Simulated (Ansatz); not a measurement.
# Is this MgW structure a true minimum?

The structure comes from a generated guess, relaxed at this level; another structure or a mixture of phases may lie lower.

These are results of Ansatz, DFT PBE, scalar-relativistic, plane waves, PAW, not measurements. Settings: cutoff 420 eV, Γ-centred mesh 16×16×10 on the computed 2-atom cell, Gaussian smearing of 0.10 eV; no spin polarisation.

The cell below (2 atoms, space group P4/mmm (No. 123)) is relaxed within its symmetry.

```xyz
2
Lattice="2.7173 0.0000 0.0000 0.0000 2.7173 0.0000 0.0000 0.0000 4.6391" Properties=species:S:1:pos:R:3 pbc="T T T"
Mg    0.0000    0.0000    0.0000
W     1.3586    1.3586    2.3196
```

For the test a repeat of it with 4 atoms (edges 2.72, 4.64, 5.43 Å) was strained at random (σ = 1.5 % a component), the atoms were moved at random (σ = 0.10 Å), and all was relaxed again on a coarse 8×6×4 mesh (in the run’s order of axes) with 0.20 eV smearing, with no symmetry imposed.

Spin–orbit coupling, which can matter for W, is left out.

Q: Is the structure stable against such a distortion?

A: It doesn't return. The energy falls by 46 meV/atom on that mesh, the volume changes by 0.1 %, and the end has space group Cmmm (No. 65) at a loose tolerance. Relaxed again on an 18×18×10 mesh with 0.10 eV smearing, the new structure lies 31 meV/atom below the first (mesh in the axes of the run's cell; the cell below is made exact in the group named). Space group Cmmm (No. 65), orthorhombic, a = 3.378 Å, b = 4.273 Å, c = 4.739 Å. Mg has 4 Mg at 2.72 Å, 4 W at 2.91 Å, 4 W at 3.19 Å and 2 Mg at 3.38 Å; W is surrounded by 4 W at 2.72 Å, 4 Mg at 2.91 Å, 4 Mg at 3.19 Å and 2 W at 3.38 Å.

```xyz
2
Lattice="1.6891 -2.1363 0.0000 1.6891 2.1363 0.0000 0.0000 0.0000 4.7393" Properties=species:S:1:pos:R:3 pbc="T T T"
Mg    1.6891    0.0000    2.3697
W     0.0000    0.0000    0.0000
```
